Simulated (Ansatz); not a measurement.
CsI:
```
CELL_PARAMETERS angstrom
      4.61082     0.00000     0.00000
      0.00000     4.61082     0.00000
      0.00000     0.00000     4.61082
ATOMIC_POSITIONS crystal
  Cs 0.00000 0.00000 0.00000
  I  0.50000 0.50000 0.50000
```

Relaxed with r²SCAN.

**Question.** Give the Bader charges and basin volumes of the independent atoms, DFT-r²SCAN in the program Ansatz with PAW potentials.

**Answer.** 

```
atom  Bader charge (e)  Bader volume (Å³)
----  ----------------  -----------------
Cs1              +0.82               40.9
I2               -0.82               57.1
```

Space group Pm-3m (CsCl type). The r²SCAN relaxation kept the symmetry of its start. Spin–orbit coupling is left out wherever it is not named.

Potentials: the later of the program's two PAW sets.
